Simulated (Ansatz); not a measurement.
# Structure relaxation, Hf

The start is a generated trial cell of Hf in the AFLOW prototype A_cI16_206_c (as in Si). A full variable-cell relaxation at zero pressure is run with r2SCAN (plane waves to 500 eV, PAW, scalar-relativistic; Ansatz, a program for electronic structure). The first steps use a coarse 7×7×7 k-mesh.

Input geometry:
```
CELL_PARAMETERS angstrom
     -3.55409     3.55409     3.55409
      3.55409    -3.55409     3.55409
      3.55409     3.55409    -3.55409
ATOMIC_POSITIONS crystal
  Hf 0.29980 0.29980 0.29980
  Hf 0.50000 0.00000 0.20020
  Hf 0.00000 0.20020 0.50000
  Hf 0.20020 0.50000 0.00000
  Hf 0.70020 0.70020 0.70020
  Hf 0.50000 0.00000 0.79980
  Hf 0.00000 0.79980 0.50000
  Hf 0.79980 0.50000 0.00000
```

- Energy released = 0.59 eV/atom
- Volume change = +16.4 %, from 22.45 to 26.13 Å³/atom
- Shortest distances (start → end) = The closest pairs of elements (up to four, under 3.6 Å), start → end: Hf–Hf 2.46 → 2.64 Å
- Band gap at the end = zero (metallic)
- Optimiser moves = 8

Final structure:

```cif
data_Hf16
_chemical_formula_sum 'Hf16'
_space_group_name_H-M_alt 'Ia-3d'
_space_group_IT_number 230
_space_group_name_Hall '-I 4bd 2c 3'
_cell_length_a 7.47740
_cell_length_b 7.47740
_cell_length_c 7.47740
_cell_angle_alpha 90.000
_cell_angle_beta 90.000
_cell_angle_gamma 90.000
loop_
_atom_site_label
_atom_site_type_symbol
_atom_site_symmetry_multiplicity
_atom_site_Wyckoff_symbol
_atom_site_fract_x
_atom_site_fract_y
_atom_site_fract_z
_atom_site_occupancy
Hf1 Hf 16 b 0.12500 0.12500 0.12500 1
```
(The calculation used a cell of 8 atoms; values per cell refer to that cell.)

Final values are on a 9×9×9 k-mesh of the relaxed cell. The start holds a very short contact (Hf–Hf 2.46 Å). No spin polarisation in the result.

The run could not lose the symmetry of its start, so the end can be a saddle point.

The relaxed structure here is a generated cell of Hf: the first start was made by placing the elements on the sites of a structure type, and the end was not matched to a known phase here, so it may be hypothetical. Known forms of Hf include space group No. 194.
